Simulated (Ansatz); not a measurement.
ZnCu:
```cif
data_CuZn
_chemical_formula_sum 'Zn1 Cu1'
_space_group_name_H-M_alt 'P 1'
_space_group_IT_number 1
_cell_length_a 2.91942
_cell_length_b 2.91942
_cell_length_c 2.91942
_cell_angle_alpha 90.000
_cell_angle_beta 90.000
_cell_angle_gamma 90.000
loop_
_space_group_symop_operation_xyz
  'x, y, z'
loop_
_atom_site_label
_atom_site_type_symbol
_atom_site_fract_x
_atom_site_fract_y
_atom_site_fract_z
_atom_site_occupancy
Zn1 Zn 0.50000 0.50000 0.50000 1
Cu1 Cu 0.00000 0.00000 0.00000 1
```

Relaxed with r²SCAN.

Q: Decompose the optical modes at the zone centre into irreducible representations, and say which are infrared and Raman allowed.

A: Point group m-3m: Γ_opt = T1u. Infrared: T1u. Raman: none.

Q: Assign frequencies (DFPT, r²SCAN in the plane-wave PAW code Ansatz).

A: T1u 209 cm⁻¹.

Space group Pm-3m (CsCl type). The r²SCAN relaxation kept the symmetry of its start. No spin polarisation was allowed. As this level gives no gap, phonon frequencies hold no LO–TO term and depend on the k-mesh and smearing (Fermi–Dirac, 0.1 eV here).

Potentials: the earlier of the program's two PAW sets. The files were generated under PBE; for other functionals the program regenerates the frozen cores, and for LDA and PBEsol the local potential too.
